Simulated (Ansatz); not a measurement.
**Relaxing CuI$_{2}$ in the fluorite type**

First guess:

```
CELL_PARAMETERS angstrom
0.00000 3.01687 3.01687
3.01687 0.00000 3.01687
3.01687 3.01687 0.00000
ATOMIC_POSITIONS crystal
Cu 0.00000 0.00000 0.00000
I 0.25000 0.25000 0.25000
I 0.75000 0.75000 0.75000
```

Method: Ansatz 0.2.0, DFT, PBE, PAW with Ansatz's default frozen-core files, scalar-relativistic.

Cell and atoms relax within the symmetry of the start on a 12×12×12 k mesh with 0.03 eV Fermi–Dirac smearing.

The start is built from a prototype, known or not as a phase of this compound; the cutoff is 420 eV.

No spin–orbit coupling, which matters for the heavy atoms here.

(1) What is the pressure of the first guess?

(2) What does it relax to?

(3) How much energy does the relaxation release?

Answers

(1) 56.9 GPa.

(2) a = 7.172 Å, b = 7.172 Å, c = 7.172 Å, α = 90.00°, β = 90.00°, γ = 90.00° (conventional cell), 30.74 Å³ per atom:
Space group Fm-3m (No. 225). a = 7.172 Å, b = 7.172 Å, c = 7.172 Å, α = 90.00°, β = 90.00°, γ = 90.00°
| atom | site | symmetry | x | y | z |
| --- | --- | --- | --- | --- | --- |
| Cu | 4a | m-3m | 0.0000 | 0.0000 | 0.0000 |
| I | 8c | -43m | 0.2500 | 0.7500 | 0.7500 |

(3) 1386 meV/atom.
